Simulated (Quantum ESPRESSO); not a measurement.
ZnYAlF8, finding a planted mistake in a log

Simulated, not a measurement. The program is pw.x of Quantum ESPRESSO 7.5 (plane-wave density functional theory). The cell is made up: 11 atoms on a fluorite lattice with one site empty, with randomly drawn elements, strain and displacements, not relaxed. PseudoDojo standard norm-conserving files (v0.5 for PBE, v0.4.1 for LDA and PBEsol) set the functional; there is no spin polarisation, spin-orbit coupling or dispersion term, and the masses in the input are unused placeholders.

Intended input:

```
&control calculation='scf', pseudo_dir='./dojo.nc.sr.pbe.v0_5.standard.upf', outdir='./o', disk_io='low', tprnfor=.true., tstress=.true. /
&system ibrav=0, nat=11, ntyp=4, nbnd=51, ecutwfc=84.00895049, nosym=.true., tot_charge=0,
 occupations='smearing', smearing='fd', degauss=0.0018374661
/
&electrons conv_thr=7.350e-09, electron_maxstep=60, /
ATOMIC_SPECIES
Al 1.0 Al.upf
F 1.0 F.upf
Y 1.0 Y.upf
Zn 1.0 Zn.upf
CELL_PARAMETERS angstrom
5.1839 0.0 0.0
0.0 5.1839 0.0
0.0 0.0 5.1839
ATOMIC_POSITIONS angstrom
Zn -0.0148 2.5747 2.5478
Y 2.5611 0.1099 2.6241
Al 2.6225 2.6555 0.0037
F 1.28 1.3148 1.3408
F 1.3484 1.32 3.8935
F 1.3093 3.8986 1.2757
F 1.2783 3.806 3.8096
F 3.9311 1.32 1.3395
F 3.8935 1.2815 3.8063
F 3.8868 3.8798 1.292
F 3.8976 3.8755 3.8326
K_POINTS automatic
4 4 4 1 1 1
```

The log is shortened where brackets say so; the opening notice, blank lines, dates and the lines on written files are dropped, and the path of the files is cut. It prints rydbergs, bohrs and kilobars, and counts compression as positive stress. Where no state is partly filled, the Fermi energy that it prints is only some level between the filled and the empty states on the mesh, and need not lie in the true gap.

Log of the intended run:

```
     Program PWSCF v.7.5
     Parallel version (MPI & OpenMP), running on       4 processor cores
     Number of MPI processes:                 4
     Threads/MPI process:                     1
     [start-up lines left out]
     bravais-lattice index     =            0
     lattice parameter (alat)  =       9.7962  a.u.
     unit-cell volume          =     940.0835 (a.u.)^3
     number of atoms/cell      =           11
     number of atomic types    =            4
     number of electrons       =        90.00
     number of Kohn-Sham states=           51
     kinetic-energy cutoff     =      84.0090  Ry
     charge density cutoff     =     336.0358  Ry
     scf convergence threshold =      7.3E-09
     mixing beta               =       0.7000
     number of iterations used =            8  plain     mixing
     Exchange-correlation= PBE
                           (   1   4   3   4   0   0   0)
     [axes and pseudopotential details left out]
   Cartesian axes
     site n.     atom                  positions (alat units)
         1        Zn     tau(   1) = (  -0.0028550   0.4966724   0.4914832  )
         2        Y      tau(   2) = (   0.4940489   0.0212003   0.5062019  )
         3        Al     tau(   3) = (   0.5058932   0.5122591   0.0007137  )
         4        F      tau(   4) = (   0.2469183   0.2536314   0.2586470  )
         5        F      tau(   5) = (   0.2601130   0.2546345   0.7510754  )
         6        F      tau(   6) = (   0.2525705   0.7520593   0.2460889  )
         7        F      tau(   7) = (   0.2465904   0.7341963   0.7348907  )
         8        F      tau(   8) = (   0.7583287   0.2546345   0.2583962  )
         9        F      tau(   9) = (   0.7510754   0.2472077   0.7342541  )
        10        F      tau(  10) = (   0.7497830   0.7484326   0.2492332  )
        11        F      tau(  11) = (   0.7518664   0.7476032   0.7393275  )
     number of k points=    32  Fermi-Dirac smearing, width (Ry)=  0.0018
                       cart. coord. in units 2pi/alat
        k(    1) = (   0.1250000   0.1250000   0.1250000), wk =   0.0625000
        k(    2) = (   0.1250000   0.1250000   0.3750000), wk =   0.0625000
     [further k points left out]
     Dense  grid:    97569 G-vectors     FFT dimensions: (  60,  60,  60)
     Estimated max dynamical RAM per process >     223.95 MB
     Estimated total dynamical RAM >     824.36 MB
     Initial potential from superposition of free atoms
     starting charge      89.9929, renormalised to      90.0000
     Starting wfcs are   56 randomized atomic wfcs
     total cpu time spent up to now is        3.5 secs
     per-process dynamical memory:   158.6 Mb
     Self-consistent Calculation
     iteration #  1     ecut=    84.01 Ry     beta= 0.70
     Davidson diagonalization with overlap
     ethr =  1.00E-02,  avg # of iterations =  2.0
     total cpu time spent up to now is        8.8 secs
     total energy              =    -899.07762012 Ry
     estimated scf accuracy    <       1.65821012 Ry
     iteration #  2     ecut=    84.01 Ry     beta= 0.70
     Davidson diagonalization with overlap
     ethr =  1.84E-03,  avg # of iterations =  3.0
     total cpu time spent up to now is       15.2 secs
     total energy              =    -899.53043701 Ry
     estimated scf accuracy    <       1.49917499 Ry
     [iterations 3 to 8 left out]
     iteration #  9     ecut=    84.01 Ry     beta= 0.70
     Davidson diagonalization with overlap
     ethr =  8.18E-10,  avg # of iterations =  2.3
     total cpu time spent up to now is       62.7 secs
     total energy              =    -899.82414664 Ry
     estimated scf accuracy    <       0.00000012 Ry
     iteration # 10     ecut=    84.01 Ry     beta= 0.70
     Davidson diagonalization with overlap
     ethr =  1.29E-10,  avg # of iterations =  2.1
     total cpu time spent up to now is       69.0 secs
     End of self-consistent calculation
     [lines on levels left out]
     the Fermi energy is     4.8045 ev
!    total energy              =    -899.82414667 Ry
     estimated scf accuracy    <          4.5E-09 Ry
     smearing contrib. (-TS)   =       0.00000000 Ry
     internal energy E=F+TS    =    -899.82414667 Ry
     The total energy is F=E-TS. E is the sum of the following terms:
     one-electron contribution =    -608.19629122 Ry
     hartree contribution      =     348.84882821 Ry
     xc contribution           =    -151.80957887 Ry
     ewald contribution        =    -488.66710480 Ry
     convergence has been achieved in  10 iterations
     Forces acting on atoms (cartesian axes, Ry/au):
     atom    1 type  4   force =     0.00200314    0.01493895    0.00031944
     atom    2 type  3   force =     0.00583610   -0.07049200   -0.02520548
     atom    3 type  1   force =    -0.00388907    0.02914554    0.00176551
     atom    4 type  2   force =     0.02934306    0.05478820   -0.03219953
     atom    5 type  2   force =     0.01795848    0.05201568    0.04931561
     atom    6 type  2   force =     0.04246189   -0.05334734   -0.03453643
     atom    7 type  2   force =     0.04163990   -0.03412761    0.02943550
     atom    8 type  2   force =    -0.04051322    0.04794758   -0.04316054
     atom    9 type  2   force =    -0.00621746    0.06359481    0.05223685
     atom   10 type  2   force =    -0.04403741   -0.05076290   -0.03361050
     atom   11 type  2   force =    -0.04458541   -0.05370091    0.03563957
     Total force =     0.226058     Total SCF correction =     0.000211
     Computing stress (Cartesian axis) and pressure
          total   stress  (Ry/bohr**3)                   (kbar)     P=      -51.24
  -0.00046623  -0.00003725   0.00000730          -68.58       -5.48        1.07
  -0.00003725  -0.00020326  -0.00000487           -5.48      -29.90       -0.72
   0.00000730  -0.00000487  -0.00037542            1.07       -0.72      -55.23
     init_run     :      3.26s CPU      3.38s WALL (       1 calls)
     electrons    :     65.07s CPU     65.52s WALL (       1 calls)
     forces       :      1.17s CPU      1.17s WALL (       1 calls)
     stress       :      3.87s CPU      3.87s WALL (       1 calls)
     [timing details left out]
     PWSCF        :   1m13.52s CPU   1m14.14s WALL
     JOB DONE.
```

A second run was made from an input with one planted mistake. Its log:

```
     Program PWSCF v.7.5
     Parallel version (MPI & OpenMP), running on       4 processor cores
     Number of MPI processes:                 4
     Threads/MPI process:                     1
     [start-up lines left out]
     bravais-lattice index     =            0
     lattice parameter (alat)  =       9.7962  a.u.
     unit-cell volume          =     940.0835 (a.u.)^3
     number of atoms/cell      =           11
     number of atomic types    =            4
     number of electrons       =        90.00
     number of Kohn-Sham states=           51
     kinetic-energy cutoff     =      84.0090  Ry
     charge density cutoff     =     336.0358  Ry
     scf convergence threshold =      7.3E-09
     mixing beta               =       0.7000
     number of iterations used =            8  plain     mixing
     Exchange-correlation= PBE
                           (   1   4   3   4   0   0   0)
     [axes and pseudopotential details left out]
   Cartesian axes
     site n.     atom                  positions (alat units)
         1        Zn     tau(   1) = (  -0.0028550   0.4966724   0.4914832  )
         2        Y      tau(   2) = (   0.4940489   0.0212003   0.5062019  )
         3        Al     tau(   3) = (   0.5058932   0.5122591   0.0007137  )
         4        F      tau(   4) = (   0.2469183   0.2536314   0.2586470  )
         5        F      tau(   5) = (   0.2601130   0.2546345   0.7510754  )
         6        F      tau(   6) = (   0.2525705   0.7520593   0.2460889  )
         7        F      tau(   7) = (   0.2465904   0.7341963   0.7348907  )
         8        F      tau(   8) = (   0.7583287   0.2546345   0.2583962  )
         9        F      tau(   9) = (   0.7510754   0.2472077   0.7342541  )
        10        F      tau(  10) = (   0.7497830   0.7484326   0.2492332  )
        11        F      tau(  11) = (   0.7518664   0.7476032   0.7393275  )
     number of k points=     4  Fermi-Dirac smearing, width (Ry)=  0.0018
                       cart. coord. in units 2pi/alat
        k(    1) = (   0.2500000   0.2500000   0.2500000), wk =   0.5000000
        k(    2) = (   0.2500000   0.2500000  -0.2500000), wk =   0.5000000
     [further k points left out]
     Dense  grid:    97569 G-vectors     FFT dimensions: (  60,  60,  60)
     Estimated max dynamical RAM per process >     147.85 MB
     Estimated total dynamical RAM >     519.95 MB
     Initial potential from superposition of free atoms
     starting charge      89.9929, renormalised to      90.0000
     Starting wfcs are   56 randomized atomic wfcs
     total cpu time spent up to now is        1.8 secs
     per-process dynamical memory:    90.1 Mb
     Self-consistent Calculation
     iteration #  1     ecut=    84.01 Ry     beta= 0.70
     Davidson diagonalization with overlap
     ethr =  1.00E-02,  avg # of iterations =  2.0
     total cpu time spent up to now is        2.6 secs
     total energy              =    -899.07796346 Ry
     estimated scf accuracy    <       1.65795347 Ry
     iteration #  2     ecut=    84.01 Ry     beta= 0.70
     Davidson diagonalization with overlap
     ethr =  1.84E-03,  avg # of iterations =  3.0
     total cpu time spent up to now is        3.5 secs
     total energy              =    -899.52884166 Ry
     estimated scf accuracy    <       1.52506641 Ry
     [iterations 3 to 8 left out]
     iteration #  9     ecut=    84.01 Ry     beta= 0.70
     Davidson diagonalization with overlap
     ethr =  7.56E-10,  avg # of iterations =  2.8
     total cpu time spent up to now is        9.9 secs
     total energy              =    -899.82762989 Ry
     estimated scf accuracy    <       0.00000015 Ry
     iteration # 10     ecut=    84.01 Ry     beta= 0.70
     Davidson diagonalization with overlap
     ethr =  1.66E-10,  avg # of iterations =  2.0
     total cpu time spent up to now is       10.7 secs
     End of self-consistent calculation
     [lines on levels left out]
     the Fermi energy is     4.5133 ev
!    total energy              =    -899.82762992 Ry
     estimated scf accuracy    <          6.2E-09 Ry
     smearing contrib. (-TS)   =       0.00000000 Ry
     internal energy E=F+TS    =    -899.82762992 Ry
     The total energy is F=E-TS. E is the sum of the following terms:
     one-electron contribution =    -608.17096090 Ry
     hartree contribution      =     348.81077139 Ry
     xc contribution           =    -151.80033562 Ry
     ewald contribution        =    -488.66710480 Ry
     convergence has been achieved in  10 iterations
     Forces acting on atoms (cartesian axes, Ry/au):
     atom    1 type  4   force =     0.00204049    0.01494538    0.00036244
     atom    2 type  3   force =     0.00584019   -0.07061101   -0.02523938
     atom    3 type  1   force =    -0.00387805    0.02901191    0.00174343
     atom    4 type  2   force =     0.02920209    0.05465589   -0.03230190
     atom    5 type  2   force =     0.01755067    0.05189210    0.04908852
     atom    6 type  2   force =     0.04209147   -0.05323465   -0.03432991
     atom    7 type  2   force =     0.04148824   -0.03385144    0.02946968
     atom    8 type  2   force =    -0.04035559    0.04770258   -0.04312137
     atom    9 type  2   force =    -0.00596788    0.06351337    0.05230640
     atom   10 type  2   force =    -0.04372579   -0.05048646   -0.03343499
     atom   11 type  2   force =    -0.04428586   -0.05353767    0.03545709
     Total force =     0.225368     Total SCF correction =     0.000234
     Computing stress (Cartesian axis) and pressure
          total   stress  (Ry/bohr**3)                   (kbar)     P=      -52.00
  -0.00047014  -0.00003683   0.00000768          -69.16       -5.42        1.13
  -0.00003683  -0.00021018  -0.00000431           -5.42      -30.92       -0.63
   0.00000768  -0.00000431  -0.00038007            1.13       -0.63      -55.91
     init_run     :      1.56s CPU      1.61s WALL (       1 calls)
     electrons    :      8.84s CPU      8.93s WALL (       1 calls)
     forces       :      0.32s CPU      0.32s WALL (       1 calls)
     stress       :      0.62s CPU      0.62s WALL (       1 calls)
     [timing details left out]
     PWSCF        :     11.55s CPU     11.71s WALL
     JOB DONE.
```

Question: what was wrong in the second input?

Answer: the k-point mesh is too coarse. The input lines that differ, file-writing options aside:

```
- 4 4 4 1 1 1
+ 2 2 2 1 1 1
```

|  | intended run | run with the mistake |
| --- | --- | --- |
| free energy (eV) | -12242.731 | -12242.779 |
| smearing term -TS (eV) | 0.0000 | 0.0000 |
| pressure (GPa) | -5.12 | -5.20 |
| largest force component (eV/Å) | 1.812 | 1.815 |
| largest change of a force component (eV/Å) |  | 0.010 |
| iterations | 10 | 10 |

For scale, a rerun of the intended cell at 1437 eV and a 6 x 6 x 6 mesh moved values by no more than 0.004 eV in energy, 0.02 GPa in stress and 0.002 eV/Å in force.